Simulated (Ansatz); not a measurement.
Q: Zn (diamond, Fd-3m) is relaxed with DFT-r²SCAN in the program Ansatz with PAW potentials. What lattice parameters of the conventional cell result?

A: a = 5.693 Å.

The start of the workflow was typed in or built on a structure type; neither database checked (COD, Materials Project) lists it. It is not the phase usual at ambient conditions (space group No. 194). The r²SCAN relaxation kept the symmetry of its start. At this level the phase is mechanically unstable.

Potentials: the earlier of the program's two PAW sets.
